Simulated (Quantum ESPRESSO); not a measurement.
# Where does Ge sit best among Si sites?

These are calculations, not measurements. They come from pw.x of Quantum ESPRESSO 7.5, a plane-wave density functional program, with PseudoDojo standard norm-conserving files (v0.5 for PBE, v0.4.1 for LDA and PBEsol). The cells are made up: elements, strain and atom displacements were drawn at random, and nothing was relaxed. There is no spin polarisation, spin-orbit coupling or dispersion term.

The cell has 8 sites of a zincblende or diamond lattice. Sites 1 to 4 hold Si Si Ge Ga; sites 5 to 8 hold X X X X. Cell vectors in Å: (5.412, 0.030, 0.022); (0.030, 5.546, -0.026); (0.022, -0.026, 5.421). Settings: PBE, cutoff 1088 eV, 6 x 6 x 6 k mesh shifted by half a step, Fermi-Dirac smearing of 0.1 eV.

In each run one of the sites marked X holds Ge and the others hold Si; cell and positions stay the same. E is the free energy of the cell.

| site of the guest | first shell | mean distance (Å) | E above the lowest (eV) | P (GPa) | force on the guest (eV/Å) |
| --- | --- | --- | --- | --- | --- |
| 5 | GaGeSi2 | 2.317 | 0.207 | 6.64 | 1.473 |
| 6 | GaGeSi2 | 2.340 | 0.189 | 6.67 | 3.011 |
| 7 | GaGeSi2 | 2.399 | 0.031 | 6.42 | 1.094 |
| 8 | GaGeSi2 | 2.428 | 0.000 | 6.36 | 1.015 |

A rerun of one of these cells at 1377 eV and k mesh 8 x 8 x 8 moved values by no more than 0.002 eV in the cell's energy, 0.06 GPa in stress and 0.009 eV/Å in force.

## Reading the table

Site 8 is lowest, by 0.031 eV, over three times the rerun's bound. A straight line of energy against the mean distance has a slope of -2.0 ± 0.3 eV/Å, so the guest costs less on the roomier sites. The positions are random and not relaxed, so the differences hold for this frozen cell and are not site preferences of a real crystal.